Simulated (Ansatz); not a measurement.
Level of theory: DFT, PBEsol, scalar-relativistic, no spin polarisation; plane waves to 420 eV with PAW datasets (Ansatz 0.2.0), 8×8×8 k-mesh, Gaussian smearing of 0.05 eV; PAW files: Ansatz's generated set soft_2.

A crystal of composition XSi, relaxed at this level of theory, gives this pattern between 10° and 80°.

Cu Kα1 powder pattern (kinematic, no thermal factors).
```csv
2θ (°),relative intensity
24.30,51
34.64,100
42.77,16
49.80,18
56.16,21
62.08,36
73.08,11
78.32,10
```

Question: Which lattice and cell does the pattern come from?

Answer: Cubic, space group Pm-3m (No. 221), a = 3.659 Å, b = 3.659 Å, c = 3.659 Å, α = 90.00°, β = 90.00°, γ = 90.00°. The line positions fix the lattice at most, not the space group, and lines under 1 % of the strongest aren't listed; this is the group of the computed cell.

The calculation on XSi, where X is one element, gave:

| Quantity | Value |
| --- | --- |
| Band gap | zero (metallic) |
| Density of states at the Fermi level | about 1 states/(eV·atom) |
| f electrons (orthogonalised atomic orbitals) | X 0.25 |
| Formation energy from the elements (0 K, uncorrected) | -0.46 eV/atom |
| Bulk modulus (Birch–Murnaghan) | 68 GPa |
| Pressure derivative B0′ | 4.1 |

Sites: X on 1a, Si on 1b.

Question: Which element is X?
A. Pr
B. Ba
C. La
D. Ce

Answer: C. X is La, so the compound is LaSi.

The start was a prototype's sites filled with these elements. The Crystallography Open Database lists the compound in space group Pnma, so this is a trial structure.

Scalar-relativistic only: spin–orbit splittings of the heavy atoms' levels are missing. The cell is a metal with an odd number of electrons, and spin polarisation wasn't tried.
